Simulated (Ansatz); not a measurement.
Values for one crystal, relaxed and computed with the program Ansatz at the r²SCAN level (PAW); other levels are named.

* **Volume per atom**: 21.70 Å³
* **Band gap**: 0.69 eV (indirect)
* **Zone-centre stability**: no imaginary mode at Γ
* **Zero-point energy**: 61.3 meV/atom
* **Vibrational entropy at 300 K**: 19.3 J/(K·mol of atoms)
* **Electronic dielectric constant ε∞ (DFPT)**: 11.3 (xx), 12.8 (yy), 10.1 (zz)
* **Electron effective mass**: 0.13, 0.36, 3.3 mₑ (principal values)

Question: Which compound is it?
A) Cl, molecular I2 type
B) Si, Cmcm (Si on 8f, Si on 8f, Si on 8f)
C) C, Im-3m (C on 16f)
D) C, P6_3/mmc (C on 4f, C on 4f, C on 4e)

Answer: B, Si, Cmcm (Si on 8f, Si on 8f, Si on 8f)

The first step of the workflow began from a Materials Project structure, measured or hypothetical; the Crystallography Open Database copy checked does not list it. It is not the phase usual at ambient conditions (space group No. 227). The cell was relaxed with r²SCAN under the symmetry of its start.

Potentials: the later of the program's two PAW sets.
